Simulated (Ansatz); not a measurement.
## TlAg3Te2, one cell by several methods

```yaml
crystal:
  lattice:
    - [2.30000, -7.72500, 0.00000]
    - [2.30000, 7.72500, 0.00000]
    - [0.00000, 0.00000, 4.76000]
  atoms:
    - { symbol: Tl, position: [0.00000, 0.00000, 0.00000] }
    - { symbol: Ag, position: [0.50000, 0.50000, 0.50000] }
    - { symbol: Ag, position: [0.31500, 0.68500, 0.00000] }
    - { symbol: Ag, position: [0.68500, 0.31500, 0.00000] }
    - { symbol: Te, position: [0.12500, 0.87500, 0.50000] }
    - { symbol: Te, position: [0.87500, 0.12500, 0.50000] }
```

Atoms are numbered in the order listed.

The cell comes from COD entry 1510042, which wasn't checked; take it as a given geometry.

No spin–orbit coupling, which matters for the heavy atoms here.

Levels of theory: DFT, PBE, PAW with Ansatz's default frozen-core files, scalar-relativistic (Ansatz 0.2.0); DFT, PBE, all-electron LAPW, scalar-relativistic (Ansatz 0.2.0).

For PAW: a Γ-centred 7×7×7 k mesh, Fermi–Dirac smearing of 0.03 eV, cutoff 420 eV, no spin polarisation. LAPW targets a basis error of 0.5 meV/atom. The Ansatz runs share mesh, smearing and spin set-up. Plane-wave (PAW) pressures include the program's estimate of the Pulay term.

Stress and pressure are positive in compression.

Levels count from the Fermi level.

PAW results:

```json
{"quantity": "pressure (GPa)", "PAW": "-1.68"}
{"quantity": "stress xx (GPa)", "PAW": "-5.28"}
{"quantity": "stress yy (GPa)", "PAW": "-0.04"}
{"quantity": "stress zz (GPa)", "PAW": "0.27"}
{"quantity": "force on Ag3, y (eV/Å)", "PAW": "0.223"}
{"quantity": "force on Te5, y (eV/Å)", "PAW": "-1.374"}
{"quantity": "highest filled level at Z (eV)", "PAW": "-0.326"}
{"quantity": "lowest empty level at Z (eV)", "PAW": "0.103"}
{"quantity": "highest filled level at Σ0 (eV)", "PAW": "-0.527"}
{"quantity": "lowest empty level at Σ0 (eV)", "PAW": "0.777"}
{"quantity": "highest filled level at A0 (eV)", "PAW": "-0.105"}
{"quantity": "lowest empty level at A0 (eV)", "PAW": "0.283"}
```

(1) What does LAPW (all electrons) give for the same quantities?

## Answers

(1) 
```tsv
quantity	LAPW
pressure (GPa)	-1.68
stress xx (GPa)	-5.28
stress yy (GPa)	-0.03
stress zz (GPa)	0.28
force on Ag3, y (eV/Å)	0.223
force on Te5, y (eV/Å)	-1.374
highest filled level at Z (eV)	-0.328
lowest empty level at Z (eV)	0.103
highest filled level at Σ0 (eV)	-0.527
lowest empty level at Σ0 (eV)	0.777
highest filled level at A0 (eV)	-0.106
lowest empty level at A0 (eV)	0.283
```
